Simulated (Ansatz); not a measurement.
Fe7Co: pressure against volume

Fe7Co, Im-3m, a = 5.590 Å. The structure is a Materials Project entry; whether it is the stable form wasn't checked. Ansatz: PBEsol, PAW, 420 eV, Γ-centred 10×10×10 mesh on 8 atoms, Gaussian smearing 0.10 eV; collinear spin, largest moment 2.4 μB. Symmetry fixes shape and atoms, so the cell is only scaled; pressure is positive in compression.

```tsv
V (Å³/atom)	P (GPa)
9.605	?
9.932	25.42
10.260	15.39
10.587	7.14
10.915	0.00
11.242	-5.74
11.570	-10.46
12.006	-15.99
```

**Question.** Take V0 = 10.915 Å³/atom, fit the third-order Birch–Murnaghan form to the other rows, and predict the missing pressure.

**Answer.** With the Eulerian strain f = ½[(V0/V)^(2/3) − 1] and y = P/[3f(1 + 2f)^(5/2)], the form is the line y = B0 + 1.5 B0 (B0′ − 4) f. Rows (f, y): 0.03247, 223.0; 0.02106, 219.7; 0.01027, 220.3; -0.00974, 206.3; -0.01905, 201.7; -0.03077, 203.0. Means f = 0.0007067, y = 212.33; Σ(Δf)² = 0.003005, ΣΔfΔy = 1.132; the slope is their ratio. y = 212.1 + 376.7 f GPa, so B0 = 212.1 GPa and B0′ = 4 + 2 × (376.7)/(3 × 212.1) = 5.18. At V = 9.605, f = 0.04449, y = 228.86 and P = 37.80 GPa. The run gave 37.41 GPa, so the fit is 0.39 GPa too high, a small miss on the scale of the series. Note that the largest moment runs from 2.12 to 2.53 μB along the series.

The largest moment runs from 2.12 to 2.53 μB along the series, so B0 and B0′ hold the change of the moment too.

Only parallel moments were tried here.